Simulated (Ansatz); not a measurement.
Rh (Fm-3m): elasticity against pressure

```yaml
crystal:
  lattice:
    - [0.00000, 1.89998, 1.89998]
    - [1.89998, 0.00000, 1.89998]
    - [1.89998, 1.89998, 0.00000]
  atoms:
    - { symbol: Rh, position: [0.00000, 0.00000, 0.00000] }
```

This is the zero-pressure cell. At each pressure cell and atoms are relaxed in this structure, and the constants are slopes of the stress at strains of ±0.005 with relaxed ions (the coefficients that govern stability under load). Level: r²SCAN, PAW on Ansatz 0.2.0's default frozen-core files (fitted under PBE), scalar-relativistic; k mesh 24×24×24, strains of ±0.005, Fermi-Dirac smearing of 0.050 eV, cutoff 500 eV. P is the pressure of the relaxed cell, less that of this one.

```
P (GPa)    V/V₀  C11 (GPa)  C12 (GPa)  C44 (GPa)
   0.00  1.0000      449.2      198.3      198.9
   1.00       ?          ?          ?          ?
   1.98  0.9931      462.8      206.8      204.6
   4.00  0.9864      476.4      215.4      210.3
   6.98  0.9769      496.4      228.0      218.5
  10.04  0.9678      516.4      240.7      226.8
  14.99  0.9540      548.2      261.0      239.9
```

Question: Does the bulk modulus from the constants agree with the pressure-volume curve?

Answer: A third-order Birch-Murnaghan fit to the volumes shown (F against f, f = [(V₀/V)^(2/3) − 1]/2) gives B₀ = 281.9 GPa and B′ = 5.1. Its −V dP/dV stands beside (C11 + 2C12)/3:

| P (GPa) | from P(V) | from the constants |
| --- | --- | --- |
| 0.00 | 281.9 | 281.9 |
| 1.98 | 292.1 | 292.1 |
| 4.00 | 302.3 | 302.4 |
| 6.98 | 317.3 | 317.4 |
| 10.04 | 332.6 | 332.6 |
| 14.99 | 356.9 | 356.7 |

Question: What are the pressure derivatives at zero pressure?

Answer: Slopes at V₀ of quadratic fits in −ln(V/V₀) through the first four rows shown, divided by B₀: dC11/dP = 6.9, dC12/dP = 4.3, dC44/dP = 2.9. The mean slopes up to 4.0 GPa are 6.8, 4.3, 2.8; curvature and scatter of the constants part the two. The combination (dC11/dP + 2 dC12/dP)/3 = 5.2 stands against B′.

Question: Fill the row at 1.00 GPa.

Answer: Cubic fits in −ln(V/V₀) through all rows shown give C11 = 456.1, C12 = 202.6, C44 = 201.8 GPa. Computed: V/V₀ = 0.9965, C11 (GPa) = 456.1, C12 (GPa) = 202.6, C44 (GPa) = 201.8.

Question: Does a shear stiffness soften?

Answer: C44 goes from 198.9 to 239.9 GPa; (C11 − C12)/2 goes from 125.5 to 143.6 GPa. Neither ends more than 3 % under its start, and the lattice stays mechanically stable over this range.

Known limits: no other phase was computed; many crystals of this kind change structure within this range, and rows or crossings beyond such a change describe a metastable lattice; frozen-core PAW files fitted under PBE, their cores solved anew for the functional of the run; responses of metals move with mesh and smearing; phonons weren't checked at these pressures.
